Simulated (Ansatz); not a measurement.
Task: Sc (dhcp (α-La type), P6_3/mmc) is relaxed with PBE in the plane-wave PAW code Ansatz. What lattice parameters of the conventional cell result?

Result: a = 3.291 Å, c = 10.503 Å.

The start of the workflow was typed in or built on a structure type. Its sites differ from those of the usual phase in this space group: another stacking or structure type. The PBE relaxation kept the symmetry of its start; whether a distortion lowers the energy is not shown. The run is not spin-polarised. Axis ratios of metals converge slowly with the k-mesh, so a and c are less sure than the volume.

Potentials: the later of the program's two PAW sets.
